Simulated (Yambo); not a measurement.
G0W0@PBEsol for LiF (rock salt, space group Fm-3m, No. 225) in Yambo. Reference settings: 8×8×8 Γ-centred k mesh, bands 2 to 65 and a 14 Ry block in the screening, 65 bands in G with the Bruneval-Gonze terminator, plasmon pole fitted at 27.2 eV. The PBEsol gap Γ → Γ on this mesh is 9.12 eV; G0W0 gaps are taken between the same points.

The settings were changed. The gap went from 13.93 eV to 13.90 eV, and the shift of the valence edge from -3.02 eV to -2.89 eV.

Problem. Name the change that produced these shifts.
A) 23 bands in G, no terminator
B) 23 bands in G
C) 39 bands in W, 39 bands in G
D) 28 bands in W

Solution. D, 28 bands in W. The others gave (gap, valence shift): 23 bands in G: 14.01, -3.11 eV; 23 bands in G, no terminator: 13.52, -2.37 eV; 39 bands in W, 39 bands in G: 13.93, -2.98 eV.

Geometry relaxed with PBEsol; primitive cell a = b = c = 2.829 Å, α = β = γ = 60.00°.

A shift is the quasiparticle energy of the state minus its PBEsol energy.
